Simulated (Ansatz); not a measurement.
### Question
Name crystals whose computed values (PBEsol in the plane-wave PAW code Ansatz) fall in these windows: B₀ by P(V) fit (GPa) 180 to 240; highest Γ mode, no LO–TO term (cm⁻¹) 270 to 320.

### Answer


```json
[
 {"crystal": "AlIr, Cmcm (Al on 4c, Ir on 4c)", "B₀ by P(V) fit (GPa)": "207", "highest Γ mode, no LO–TO term (cm⁻¹)": "293"},
 {"crystal": "MgPt3, Cu3Au type", "B₀ by P(V) fit (GPa)": "212", "highest Γ mode, no LO–TO term (cm⁻¹)": "284"},
 {"crystal": "Ni3Ge, Cu3Au type", "B₀ by P(V) fit (GPa)": "218", "highest Γ mode, no LO–TO term (cm⁻¹)": "299"},
 {"crystal": "Nb3Ir, A15 (Cr3Si type)", "B₀ by P(V) fit (GPa)": "238", "highest Γ mode, no LO–TO term (cm⁻¹)": "297"},
 {"crystal": "Ni7Ge4, P-6m2 (Pearson symbol hP11)", "B₀ by P(V) fit (GPa)": "183", "highest Γ mode, no LO–TO term (cm⁻¹)": "317"}
]
```
Others may fit too.

Typed or built starts, not in the databases checked: AlIr, Cmcm (Al on 4c, Ir on 4c). Standing as an ambient phase not checked: MgPt3, Cu3Au type; Ni3Ge, Cu3Au type; Nb3Ir, A15 (Cr3Si type); Ni7Ge4, P-6m2 (Pearson symbol hP11). All cells were relaxed under the symmetry of their starts (and spin orders); stability against distortions was not tested throughout. Rows with no word on spin ran without spin polarisation. Spin–orbit coupling is left out wherever it is not named.

Potentials: the later of the program's two PAW sets.
